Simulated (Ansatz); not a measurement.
# TiFe₂, single point

System: TiFe₂, an experimental structure (space group P6_3/mmc); the cell holds 12 atoms. The computed pressure is over 10 GPa in size, so the cell is far from the computed equilibrium volume (the chosen U may not suit it). Source: COD entry 1539904; it may be a high-temperature, high-pressure or metastable form.

The calculation used DFT, r2SCAN+U, PAW, plane waves, scalar-relativistic in Ansatz development build ahead of 0.2.0.

Input:

```yaml
crystal:
  lattice:
    - [4.79600094, 0.0, 0.0]
    - [-2.39800047, 4.15345865, 0.0]
    - [0.0, 0.0, 7.833]
  atoms:
    - { symbol: Fe, position: [0.0, 0.0, 0.0], spin: 0.12 }
    - { symbol: Fe, position: [0.0, 0.0, 0.5], spin: 0.12 }
    - { symbol: Ti, position: [0.33333333, 0.66666667, 0.0647], spin: 0.03 }
    - { symbol: Ti, position: [0.66666667, 0.33333333, 0.5647], spin: 0.03 }
    - { symbol: Ti, position: [0.33333333, 0.66666667, 0.4353], spin: 0.03 }
    - { symbol: Ti, position: [0.66666667, 0.33333333, 0.9353], spin: 0.03 }
    - { symbol: Fe, position: [0.8295, 0.659, 0.25], spin: 0.12 }
    - { symbol: Fe, position: [0.1705, 0.8295, 0.75], spin: 0.12 }
    - { symbol: Fe, position: [0.341, 0.1705, 0.25], spin: 0.12 }
    - { symbol: Fe, position: [0.1705, 0.341, 0.75], spin: 0.12 }
    - { symbol: Fe, position: [0.8295, 0.1705, 0.25], spin: 0.12 }
    - { symbol: Fe, position: [0.659, 0.8295, 0.75], spin: 0.12 }
magnetization:
  spin_polarized: true
hamiltonian:
  xc: r2scan
  pseudopotentials: { kind: paw }
  hubbard:
    sites:
      - { species: Fe, l: d, u_eff: 1.2 }
      - { species: Ti, l: d, u_eff: 3.2 }
basis:
  ecutwfc: 500
kpoints:
  mp_grid: { grid: [4, 4, 2] }
scf:
  occupations: { method: fermi_dirac, width: 0.1 }
  lower_state_search: "off"
output:
  forces: true
  stress: true
```

Output (shortened):

```
Fe: projections on atomic orbitals take those of the free atom [Ne] 3s2 3p6 3d6 4s2, of charge +0.00 (hamiltonian.pseudopotentials.projection_atoms); the dataset's partial waves leave at most 1.1e-6 of an orbital's norm unspanned inside its sphere
Ti: projections on atomic orbitals take those of the free atom [Ne] 3s2 3p6 3d2 4s2, of charge +0.00 (hamiltonian.pseudopotentials.projection_atoms); the dataset's partial waves leave at most 4.1e-7 of an orbital's norm unspanned inside its sphere
Pseudopotentials: kind: paw
Pseudopotential: Fe, paw, valence charge 16, recommended cutoff 500 eV (meta_gga), Fe.paw.azcp
Pseudopotential: Ti, paw, valence charge 12, recommended cutoff 500 eV (meta_gga), Ti.paw.azcp
Functional definition: r2SCAN
Crystal: 12 atoms, lattice volume = 156.033 Å³
Basis set: ecut = 500 eV, 3995 PW (Γ), exchange–correlation on 144×144×240 points (64 copies of the dense FFT grid, shifted against one another)
Bands: 107, of which v1, the nominal top of the filled ones, is band 88 counted from 1 (87 counted from 0)
Symmetry: 24 space group operations
Space group: P63/mmc (ITA 194), of the structure as read, at distance tolerance 5.4e-5 Å
Magnetic group: BNS 194.263 (UNI 1493), of the structure as read, at distance tolerance 5.4e-5 Å
k-points: 8 of 32
Non-local potential: Fe, projectors of the file, l = 0: 3, l = 1: 2, l = 2: 3, l = 3: 1
Non-local potential: Ti, projectors of the file, l = 0: 3, l = 1: 2, l = 2: 3, l = 3: 1
PAW frozen core: Fe, regenerated for the run's functional (the file was generated under x = pbe(κ = 0.804, μ = 0.2195149727645171), c = pbe(β = 0.06672455060314922))
PAW frozen core: Ti, regenerated for the run's functional (the file was generated under x = pbe(κ = 0.804, μ = 0.2195149727645171), c = pbe(β = 0.06672455060314922))
Initial density: superposition of atomic densities (chi_scale 0.1, normalization cell)
Starting moments: Σ|m| = 1.08 μB on 12 of 12 sites
Initial wavefunctions: pseudopotential atomic-orbital guess
Functional: x = r2scan, c = r2scan; τ floored in thin density (d = 2e-4 eV/Å³)
SCF iter   1: F=-45800.446300 eV  HF=-45893.112736 eV  |F-HF|=9.27e1  |Δ(HF+E_count)|=         —  Δρ=9.10e-2 (↑9.10e-2 ↓8.48e-2)  dr2=1.02e2  dr2_τ=6.38e-1  dr2_m=2.21e-2  M=1.027 μB ∫|m|=1.173 μB  β_m=0.30  ethr=3.10e-3  ⟨swp⟩=4.8  Hψ=5597  notcnv=0  defer=2
preconditioner: auto → Kerker (q_TF=auto, 2.784 Å⁻¹)  [metal: Δε(μ)=0.036 eV  Ē_g=4.451 eV  σ=0.100 eV  W_gap=0.09  n_scr=54 (ndim 8)  ℏωp=26.6 eV  f_vac=0.000  D(μ)=13.35/eV (n_scr^D=146)]
spin=Collinear: Kerker preconditioning applied to the charge; magnetization (m = ρ↑ − ρ↓) channel mixes plain (no charge-response kernel on spin).
SCF iter   2: F=-45868.642850 eV  HF=-45882.174583 eV  |F-HF|=1.35e1  |Δ(HF+E_count)|=    1.09e1  Δρ=6.06e-2 (↑5.14e-2 ↓6.06e-2)  dr2=1.81e1  dr2_τ=1.28e-1  dr2_m=6.99e-2  M=1.336 μB ∫|m|=1.553 μB  β_m=0.30  ethr=3.10e-3  ⟨swp⟩=3.6  Hψ=3836  notcnv=0  defer=17  κ⁻¹=1.0e0(r=1)
SCF iter   3: F=-45855.849386 eV  HF=-45880.923557 eV  |F-HF|=2.51e1  |Δ(HF+E_count)|=    1.25e0  Δρ=5.89e-2 (↑5.88e-2 ↓5.89e-2)  dr2=2.82e1  dr2_τ=8.94e-2  dr2_m=1.23e-1  M=1.626 μB ∫|m|=1.988 μB  β_m=0.30  ethr=3.10e-3  ⟨swp⟩=3.6  Hψ=3007  notcnv=0  defer=4  κ⁻¹=2.9e-1(r=2)
SCF iter   4: F=-45873.864777 eV  HF=-45879.973181 eV  |F-HF|=6.11e0  |Δ(HF+E_count)|=   9.50e-1  Δρ=3.88e-2 (↑2.70e-2 ↓3.88e-2)  dr2=7.94e0  dr2_τ=3.21e-2  dr2_m=2.42e-1  M=1.962 μB ∫|m|=2.546 μB  β_m=1.00  ethr=3.10e-3  ⟨swp⟩=3.3  Hψ=2805  notcnv=0  κ⁻¹=2.2e-2(r=3)
SCF iter   5: F=-45876.712311 eV  HF=-45879.735676 eV  |F-HF|=3.02e0  |Δ(HF+E_count)|=   2.38e-1  Δρ=3.66e-2 (↑1.79e-2 ↓3.66e-2)  dr2=4.55e0  dr2_τ=8.18e-2  dr2_m=2.12e-1  M=2.602 μB ∫|m|=3.774 μB  β_m=1.00  ethr=3.10e-3  ⟨swp⟩=4.3  Hψ=3508  notcnv=0  κ⁻¹=2.3e-4(r=4)
SCF iter   6: F=-45858.931661 eV  HF=-45881.753931 eV  |F-HF|=2.28e1  |Δ(HF+E_count)|=    2.02e0  Δρ=5.66e-2 (↑5.66e-2 ↓4.02e-2)  dr2=2.47e1  dr2_τ=1.36e-1  dr2_m=1.86e-1  M=3.270 μB ∫|m|=4.744 μB  β_m=1.00  ethr=2.59e-3  ⟨swp⟩=4.2  Hψ=4682  notcnv=0  κ⁻¹=1.5e-4(r=5)
SCF iter   7: F=-45880.636442 eV  HF=-45879.828066 eV  |F-HF|=8.08e-1  |Δ(HF+E_count)|=    1.93e0  Δρ=1.77e-2 (↑1.77e-2 ↓1.77e-2)  dr2=1.37e-1  dr2_τ=5.07e-2  dr2_m=4.20e-1  M=4.063 μB ∫|m|=6.376 μB  β_m=1.00  ethr=2.59e-3  ⟨swp⟩=3.6  Hψ=3460  notcnv=0  κ⁻¹=7.3e-6(r=6)
SCF iter   8: F=-45881.179819 eV  HF=-45880.080071 eV  |F-HF|=1.10e0  |Δ(HF+E_count)|=   2.52e-1  Δρ=2.09e-2 (↑1.54e-2 ↓2.09e-2)  dr2=1.35e-1  dr2_τ=8.10e-3  dr2_m=4.56e-1  M=4.940 μB ∫|m|=8.227 μB  β_m=1.00  ethr=7.76e-5  ⟨swp⟩=2.3  Hψ=3596  notcnv=0  κ⁻¹=4.3e-6(r=7)
SCF iter   9: F=-45881.810921 eV  HF=-45880.334094 eV  |F-HF|=1.48e0  |Δ(HF+E_count)|=   2.54e-1  Δρ=2.39e-2 (↑1.71e-2 ↓2.39e-2)  dr2=2.17e-1  dr2_τ=1.02e-2  dr2_m=5.79e-1  M=5.944 μB ∫|m|=10.336 μB  β_m=1.00  ethr=7.69e-5  ⟨swp⟩=2.4  Hψ=3070  notcnv=0  κ⁻¹=8.8e-7(r=8)
SCF iter  10: F=-45882.249424 eV  HF=-45880.705264 eV  |F-HF|=1.54e0  |Δ(HF+E_count)|=   3.71e-1  Δρ=2.93e-2 (↑1.72e-2 ↓2.93e-2)  dr2=7.68e-1  dr2_τ=1.40e-2  dr2_m=7.15e-1  M=7.027 μB ∫|m|=12.733 μB  β_m=1.00  ethr=7.69e-5  ⟨swp⟩=2.5  Hψ=3041  notcnv=0  κ⁻¹=3.5e-7(r=8)
SCF iter  11: F=-45882.274706 eV  HF=-45881.225519 eV  |F-HF|=1.05e0  |Δ(HF+E_count)|=   5.20e-1  Δρ=3.48e-2 (↑1.54e-2 ↓3.48e-2)  dr2=1.95e0  dr2_τ=1.77e-2  dr2_m=7.57e-1  M=8.034 μB ∫|m|=15.287 μB  β_m=1.00  ethr=7.69e-5  ⟨swp⟩=2.6  Hψ=3408  notcnv=0  κ⁻¹=3.9e-7(r=8)
SCF iter  12: F=-45883.245311 eV  HF=-45881.833113 eV  |F-HF|=1.41e0  |Δ(HF+E_count)|=   6.08e-1  Δρ=3.35e-2 (↑1.53e-2 ↓3.35e-2)  dr2=2.00e0  dr2_τ=1.58e-2  dr2_m=6.79e-1  M=8.854 μB ∫|m|=17.764 μB  β_m=1.00  ethr=7.69e-5  ⟨swp⟩=2.9  Hψ=3478  notcnv=0  κ⁻¹=2.5e-7(r=8)
SCF iter  13: F=-45883.888229 eV  HF=-45882.637602 eV  |F-HF|=1.25e0  |Δ(HF+E_count)|=   8.04e-1  Δρ=3.21e-2 (↑1.34e-2 ↓3.21e-2)  dr2=2.31e0  dr2_τ=1.42e-2  dr2_m=5.30e-1  M=9.358 μB ∫|m|=20.057 μB  β_m=1.00  ethr=7.69e-5  ⟨swp⟩=2.9  Hψ=3371  notcnv=0  κ⁻¹=4.5e-7(r=8)
SCF iter  14: F=-45883.310765 eV  HF=-45883.715501 eV  |F-HF|=4.05e-1  |Δ(HF+E_count)|=    1.08e0  Δρ=3.57e-2 (↑1.39e-2 ↓3.57e-2)  dr2=4.05e0  dr2_τ=1.78e-2  dr2_m=4.78e-1  M=9.649 μB ∫|m|=22.305 μB  β_m=1.00  ethr=7.69e-5  ⟨swp⟩=3.6  Hψ=3339  notcnv=0  κ⁻¹=5.1e-7(r=8)
SCF iter  15: F=-45882.935125 eV  HF=-45884.749802 eV  |F-HF|=1.81e0  |Δ(HF+E_count)|=    1.03e0  Δρ=3.75e-2 (↑1.64e-2 ↓3.75e-2)  dr2=5.40e0  dr2_τ=1.80e-2  dr2_m=4.38e-1  M=9.924 μB ∫|m|=24.417 μB  β_m=1.00  ethr=7.69e-5  ⟨swp⟩=3.9  Hψ=3427  notcnv=0  κ⁻¹=4.5e-5(r=8)
SCF iter  16: F=-45882.439590 eV  HF=-45885.759882 eV  |F-HF|=3.32e0  |Δ(HF+E_count)|=    1.01e0  Δρ=3.96e-2 (↑1.96e-2 ↓3.96e-2)  dr2=6.84e0  dr2_τ=1.97e-2  dr2_m=4.33e-1  M=10.230 μB ∫|m|=26.453 μB  β_m=1.00  ethr=7.69e-5  ⟨swp⟩=3.5  Hψ=3458  notcnv=0  κ⁻¹=5.3e-5(r=8)
[... 11 iterations left out ...]
SCF iter  28: F=-45889.205111 eV  HF=-45889.206308 eV  |F-HF|=1.20e-3  |Δ(HF+E_count)|=   2.83e-3  Δρ=8.79e-4 (↑3.59e-4 ↓8.79e-4)  dr2=2.50e-3  dr2_τ=2.04e-5  dr2_m=1.71e-4  M=11.890 μB ∫|m|=31.650 μB  β_m=1.20  ethr=2.01e-6  ⟨swp⟩=2.1  Hψ=3092  notcnv=0  κ⁻¹=4.7e-6(r=8)
SCF iter  29: F=-45889.206823 eV  HF=-45889.206453 eV  |F-HF|=3.70e-4  |Δ(HF+E_count)|=   1.45e-4  Δρ=4.06e-4 (↑2.31e-4 ↓4.06e-4)  dr2=3.96e-4  dr2_τ=2.83e-6  dr2_m=2.58e-5  M=11.894 μB ∫|m|=31.642 μB  β_m=1.20  ethr=1.42e-6  ⟨swp⟩=2.0  Hψ=2125  notcnv=0  κ⁻¹=1.7e-5(r=8)
SCF iter  30: F=-45889.207283 eV  HF=-45889.207036 eV  |F-HF|=2.48e-4  |Δ(HF+E_count)|=   5.83e-4  Δρ=2.13e-4 (↑1.44e-4 ↓2.13e-4)  dr2=7.04e-5  dr2_τ=6.11e-7  dr2_m=4.53e-6  M=11.890 μB ∫|m|=31.633 μB  β_m=1.20  ethr=2.25e-7  ⟨swp⟩=2.0  Hψ=3113  notcnv=0  κ⁻¹=9.0e-5(r=8)
SCF iter  31: F=-45889.207657 eV  HF=-45889.207619 eV  |F-HF|=3.77e-5  |Δ(HF+E_count)|=   5.84e-4  Δρ=1.88e-4 (↑1.26e-4 ↓1.88e-4)  dr2=1.07e-4  dr2_τ=8.56e-7  dr2_m=3.15e-6  M=11.888 μB ∫|m|=31.626 μB  β_m=1.20  ethr=4.00e-8  ⟨swp⟩=2.6  Hψ=3322  notcnv=0  κ⁻¹=4.5e-5(r=8)
SCF iter  32: F=-45889.207835 eV  HF=-45889.207765 eV  |F-HF|=7.02e-5  |Δ(HF+E_count)|=   1.46e-4  Δρ=1.23e-4 (↑7.47e-5 ↓1.23e-4)  dr2=2.83e-5  dr2_τ=2.88e-7  dr2_m=2.39e-6  M=11.889 μB ∫|m|=31.626 μB  β_m=1.20  ethr=4.00e-8  ⟨swp⟩=2.5  Hψ=3251  notcnv=0  κ⁻¹=9.4e-5(r=8)
SCF iter  33: F=-45889.207939 eV  HF=-45889.207919 eV  |F-HF|=2.00e-5  |Δ(HF+E_count)|=   1.54e-4  Δρ=1.10e-4 (↑6.59e-5 ↓1.10e-4)  dr2=3.39e-5  dr2_τ=3.40e-7  dr2_m=1.29e-6  M=11.894 μB ∫|m|=31.632 μB  β_m=1.20  ethr=1.61e-8  ⟨swp⟩=2.5  Hψ=3349  notcnv=0  κ⁻¹=7.3e-5(r=8)
SCF iter  34: F=-45889.207963 eV  HF=-45889.207949 eV  |F-HF|=1.35e-5  |Δ(HF+E_count)|=   3.02e-5  Δρ=7.03e-5 (↑4.40e-5 ↓7.03e-5)  dr2=1.13e-5  dr2_τ=1.39e-7  dr2_m=4.77e-7  M=11.895 μB ∫|m|=31.633 μB  β_m=1.20  ethr=1.61e-8  ⟨swp⟩=2.1  Hψ=2326  notcnv=0  κ⁻¹=9.0e-5(r=8)
SCF iter  35: F=-45889.207976 eV  HF=-45889.207965 eV  |F-HF|=1.15e-5  |Δ(HF+E_count)|=   1.54e-5  Δρ=4.23e-5 (↑2.40e-5 ↓4.23e-5)  dr2=3.65e-6  dr2_τ=3.67e-8  dr2_m=4.47e-7  M=11.895 μB ∫|m|=31.634 μB  β_m=1.20  ethr=6.40e-9  ⟨swp⟩=2.5  Hψ=2960  notcnv=0  κ⁻¹=2.6e-4(r=8)
SCF iter  36: F=-45889.207983 eV  HF=-45889.207982 eV  |F-HF|=1.52e-6  |Δ(HF+E_count)|=   1.70e-5  Δρ=1.67e-5 (↑1.34e-5 ↓1.67e-5)  dr2=4.83e-7  dr2_τ=7.57e-9  dr2_m=1.04e-8  M=11.897 μB ∫|m|=31.638 μB  β_m=1.20  ethr=2.07e-9  ⟨swp⟩=2.9  Hψ=3400  notcnv=0  κ⁻¹=3.4e-4(r=8)
SCF iter  37: F=-45889.207984 eV  HF=-45889.207983 eV  |F-HF|=1.03e-6  |Δ(HF+E_count)|=   1.10e-6  Δρ=1.53e-5 (↑1.17e-5 ↓1.53e-5)  dr2=4.40e-7  dr2_τ=5.72e-9  dr2_m=9.79e-9  M=11.897 μB ∫|m|=31.638 μB  β_m=1.20  ethr=2.74e-10  ⟨swp⟩=2.1  Hψ=2761  notcnv=0  κ⁻¹=4.0e-5(r=8)
SCF iter  38: F=-45889.207985 eV  HF=-45889.207985 eV  |F-HF|=2.57e-7  |Δ(HF+E_count)|=   2.09e-6  Δρ=1.10e-5 (↑7.53e-6 ↓1.10e-5)  dr2=2.67e-7  dr2_τ=2.94e-9  dr2_m=1.68e-8  M=11.897 μB ∫|m|=31.638 μB  β_m=1.20  ethr=2.50e-10  ⟨swp⟩=2.5  Hψ=3355  notcnv=0  κ⁻¹=1.5e-5(r=8)
SCF iter  39: F=-45889.207986 eV  HF=-45889.207985 eV  |F-HF|=2.72e-7  |Δ(HF+E_count)|=   5.67e-7  Δρ=7.37e-6 (↑5.63e-6 ↓7.37e-6)  dr2=7.70e-8  dr2_τ=1.63e-9  dr2_m=8.58e-9  M=11.897 μB ∫|m|=31.639 μB  β_m=1.20  ethr=5.68e-11  ⟨swp⟩=3.1  Hψ=7081  notcnv=0  κ⁻¹=5.3e-5(r=8)
SCF iter  40: F=-45889.207986 eV  HF=-45889.207986 eV  |F-HF|=1.80e-7  |Δ(HF+E_count)|=   5.58e-7  Δρ=6.62e-6 (↑5.41e-6 ↓6.62e-6)  dr2=1.28e-7  dr2_τ=1.06e-9  dr2_m=1.46e-9  M=11.897 μB ∫|m|=31.639 μB  β_m=1.20  ethr=4.38e-11  ⟨swp⟩=4.8  Hψ=6118  notcnv=0  κ⁻¹=7.0e-5(r=8)
SCF iter  41: F=-45889.207986 eV  HF=-45889.207986 eV  |F-HF|=1.02e-7  |Δ(HF+E_count)|=   3.57e-7  Δρ=3.98e-6 (↑3.98e-6 ↓3.83e-6)  dr2=3.22e-8  dr2_τ=6.50e-10  dr2_m=9.46e-10  M=11.897 μB ∫|m|=31.639 μB  β_m=1.20  ethr=4.38e-11  ⟨swp⟩=2.9  Hψ=7049  notcnv=0  κ⁻¹=2.6e-4(r=8)
SCF iter  42: F=-45889.207986 eV  HF=-45889.207986 eV  |F-HF|=2.09e-8  |Δ(HF+E_count)|=   1.69e-7  Δρ=2.78e-6 (↑2.37e-6 ↓2.78e-6)  dr2=2.13e-8  dr2_τ=3.02e-10  dr2_m=7.68e-10  M=11.897 μB ∫|m|=31.639 μB  ethr=1.83e-11  ⟨swp⟩=4.3  Hψ=5759  notcnv=0
the last iteration of the SCF fills more bands at one k-point than at another: 91 at σ=↑ k=0 and 96 at σ=↑ k=6; 79 at σ=↓ k=0 and 84 at σ=↓ k=5 (a band counts as filled where it holds over half of its capacity, the bands of one level by their mean; [...]
SCF 1 converged in 42 iterations: F = -45889.207986 eV  dr2 = 2.13e-8
  greatest PAW one-centre occupation: 1.005 electrons in one spin orbital (limit 2), on the Fe atom at site 1 (counted from 0), in its partial waves of l = 1
this state was not tested for a lower state beside it, because the mixer in use, unlike msr1, does not test its closes by its own steps (another_mixer; see scf.mixing.algorithm and scf.lower_state_search)
SCF converged after 42 iterations
Magnetization: 11.8970 μB (93.9485 up, 82.0515 down)
Absolute magnetization: 31.6429 μB (∫|ρ↑−ρ↓|, with the PAW one-centre terms)
Spin contamination: 8.0274 ħ² per cell (⟨S²⟩ above its minimum at these occupations)
Per-site moments (μB) at R_I (Å): [(2.7192, 0.9969), (2.7192, 0.9969), (-1.6325, 1.1563), (-1.6325, 1.1563), (-1.6325, 1.1563), (-1.6325, 1.1563), (2.6962, 0.9664), (2.6962, 0.9664), (2.6962, 0.9664), (2.6962, 0.9664), (2.6962, 0.9664), (2.6962, 0.9664)]
Free energy (F): -45889.207986 eV
Harris-Foulkes:  -45889.207986 eV  (|F-HF|=2.09e-8)
Internal energy: -45888.972586 eV  (E = F + TS)
E sigma→0 (E₀):  -45889.090286 eV
Entropy (-TS):   -0.235401 eV (-19.617 meV/atom)
Fermi energy:    17.386159 eV
--- Per-component energies (eV) ---
  E_band       = -2611.733648
  E_kinetic    = 3908.175836
  E_local      = -21835.387866  (includes V_loc(G=0)·N_el)
  E_nonlocal   = 1806.196938
  E_hartree    = 9289.582205
  E_xc         = -1285.676421
  E_vxc        = -1890.098627  (∫ρ·V_xc dr)
  E_hubbard    = 16.778293  (on-site DFT+U / exact-exchange correction)
  E_vhub       = -17.356259  (the Hubbard potential's part of the band-sum identity)
  E_paw        = -15261.787406  (= ΣΔE_a)
  E_vpaw       = -3298.118290  (= ΣTr[D̂ρ^β])
  E_aug_tail   = 0.002429  (compensation charges beyond the density's cutoff)
  E_vtau       = 135.679103  (kinetic-family band-sum trace: ∫τ·v_τ [+ j·A + Jᵃ·Aᵃ] dr)
  E_ewald      = -22523.526965
  E_core_change = -3.329628  (= ΣΔE_core)
  E_smearing   = -0.235401  (= −TS)
  E_closure    = -0.000000  (closes the sum)
  Σ components = -45889.207986   (vs F -45889.207986, Δ=0.00e0)
--- Forces (eV/Å), atoms counted from 1 ---
  atom   1  Fe     0.00000000     0.00000000     0.00000000
  atom   2  Fe     0.00000000     0.00000000     0.00000000
  atom   3  Ti     0.00000000    -0.00000000    -0.22205359
  atom   4  Ti    -0.00000000     0.00000000    -0.22205359
  atom   5  Ti     0.00000000    -0.00000000     0.22205359
  atom   6  Ti    -0.00000000     0.00000000     0.22205359
  atom   7  Fe     0.00000000     0.39888478     0.00000000
  atom   8  Fe    -0.34544435     0.19944239     0.00000000
  atom   9  Fe    -0.34544435    -0.19944239     0.00000000
  atom  10  Fe     0.00000000    -0.39888478     0.00000000
  atom  11  Fe     0.34544435    -0.19944239     0.00000000
  atom  12  Fe     0.34544435     0.19944239     0.00000000
  max |Σ_I F_I| component: 2.78e-16 eV/Å
--- Stress (GPa, compression-positive) ---
       14.174299      -0.000000       0.000000
        0.000000      14.174299       0.000000
        0.000000       0.000000      13.009487
  P = ⅓ Tr σ = 13.7860 GPa (137.860 kbar)
```

Among 17 converged runs of this cell from various starts and settings, this end is the lowest found. Sign patterns typed on Fe1 Fe2 Ti3 Ti4 Ti5 Ti6 Fe7 Fe8 Fe9 Fe10 Fe11 Fe12: ++++++++++++, ++----+-++-+, ++----++++++, +++-+----+++, 000+00000000; other orders that fit weren't typed.

A static U favours moments and orbital order; the result depends on U and need not be the measured state. The U is a test value, not one fitted to this metal, and a U on a metal's d shells tends to overstate moments. The program warns that the starting moments weren't kept.

The run took 87 s on 4 threads of Arm Neoverse N1, on a shared host, peak memory 1.3 GiB.
